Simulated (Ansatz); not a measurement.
TlBr:
```
CELL_PARAMETERS angstrom
      3.97983     0.00000     0.00000
      0.00000     3.97983     0.00000
      0.00000     0.00000     3.97983
ATOMIC_POSITIONS crystal
  Tl 0.00000 0.00000 0.00000
  Br 0.50000 0.50000 0.50000
```

Tensor components refer to the Cartesian frame of this cell.

**Question.** Give the high-frequency dielectric tensor and the Born effective charge tensors of the independent atoms from DFPT, PBE+D3(BJ) (plane waves, PAW; program Ansatz).

**Answer.** 
ε∞:
```
6.04  0.00  0.00
0.00  6.04  0.00
0.00  0.00  6.04
```
Z* of atom 1 (Tl), rows: field, columns: displacement, in e:
```
2.11  0.00  0.00
0.00  2.11  0.00
0.00  0.00  2.11
```
Z* of atom 2 (Br), rows: field, columns: displacement, in e:
```
-2.11   0.00   0.00
 0.00  -2.11   0.00
 0.00   0.00  -2.11
```

Static charges for comparison (Bader): Tl1 +0.65, Br2 -0.65 e. Born charges measure polarisation by displacement and can exceed these by far.

Space group Pm-3m (CsCl type). Symmetry was held in the PBE+D3(BJ) relaxation. Scalar-relativistic: spin–orbit coupling is off unless named, which matters more the heavier the elements.

Potentials: the later of the program's two PAW sets.
